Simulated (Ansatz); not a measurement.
Consider a crystal of Nd4O in space group Pm-3m (No. 221), with Nd on 3c and 1a; O on 1b.

Theory: DFT PBE, scalar-relativistic, plane waves, PAW, and for the lanthanide a 4f-in-core norm-conserving potential, in Ansatz. Cutoff 660 eV, Γ-centred mesh, Gaussian smearing, no spin polarisation.

Energies over the elements count from the elements' standard structures at the same level (O₂ as a molecule), with no fitted energy shifts.

Question: Give the relaxed lattice parameters and positions.

Answer:

Space group Pm-3m (No. 221). a = 5.125 Å, b = 5.125 Å, c = 5.125 Å, α = 90.00°, β = 90.00°, γ = 90.00°
```json
{"atom": "Nd", "site": "3c", "symmetry": "4/mm.m", "x": "0.0000", "y": "0.5000", "z": "0.5000"}
{"atom": "Nd", "site": "1a", "symmetry": "m-3m", "x": "0.0000", "y": "0.0000", "z": "0.0000"}
{"atom": "O", "site": "1b", "symmetry": "m-3m", "x": "0.5000", "y": "0.5000", "z": "0.5000"}
```

Nd on a site of symmetry 4/mmm is surrounded by 2 O at 2.56 Å and 12 Nd at 3.62 Å; Nd on a site of symmetry m-3m is surrounded by 12 Nd at 3.62 Å; O has 6 Nd at 2.56 Å.

Question: And its energy and gap?

Answer: The formation energy is −1.07 eV/atom and the gap on the 8×8×8 mesh of the 5-atom cell is 0 eV (a metal). Whether it is stable depends on the other phases of the system, which aren't compared here.

The last run used Gaussian smearing of 0.10 eV. A later test with randomly moved atoms came back to the same energy, though modes that don't fit the test's cell weren't probed.

The lanthanide is trivalent by construction, without f bands, f moments or other valences. The reference runs of the other elements, and any phases without the lanthanide, used 420 eV, which shifts energies against them by under 10 meV/atom. The lanthanide's reference is the lowest of its hcp, dhcp and fcc cells.
